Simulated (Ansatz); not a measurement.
AgW:
```cif
data_AgW
_chemical_formula_sum 'Ag1 W1'
_space_group_name_H-M_alt 'P 1'
_space_group_IT_number 1
_cell_length_a 2.66610
_cell_length_b 2.66610
_cell_length_c 4.55413
_cell_angle_alpha 90.000
_cell_angle_beta 90.000
_cell_angle_gamma 90.000
loop_
_space_group_symop_operation_xyz
  'x, y, z'
loop_
_atom_site_label
_atom_site_type_symbol
_atom_site_fract_x
_atom_site_fract_y
_atom_site_fract_z
_atom_site_occupancy
Ag1 Ag 0.00000 0.00000 0.00000 1
W1 W 0.50000 0.50000 0.50000 1
```

Relaxed with r²SCAN.

Question: Tabulate the valence density and the electron localisation function along the shortest Ag–Ag contact (2.67 Å), DFT-r²SCAN in the program Ansatz with PAW potentials.

Answer: 

```
distance from Ag (Å)  density (e/Å³)   ELF
--------------------  --------------  ----
0.27                           17.27  0.73
0.40                           12.11  0.60
0.53                            7.47  0.52
0.67                            4.06  0.46
0.80                            1.97  0.39
0.93                            0.93  0.30
1.07                            0.51  0.21
1.20                            0.36  0.17
1.33                            0.31  0.16
1.47                            0.36  0.17
1.60                            0.51  0.21
1.73                            0.93  0.30
1.87                            1.97  0.39
2.00                            4.06  0.46
2.13                            7.47  0.52
2.27                           12.11  0.60
2.40                           17.27  0.73
```

The density is the valence pseudo-density with augmentation charge, so density and ELF within about 1 Å of a nucleus are not all-electron values.

Space group P4/mmm (L1₀ or tetragonal B2). The start of the workflow was typed in or built on a structure type; neither database checked (COD, Materials Project) lists it. Its standing as an ambient phase is unchecked. Symmetry was held in the r²SCAN relaxation; its stability against distortions is not shown here. No spin polarisation was allowed. Its formation energy is positive at this level, so the cell may be metastable or incomplete. Spin–orbit coupling is left out wherever it is not named.

Potentials: the earlier of the program's two PAW sets.
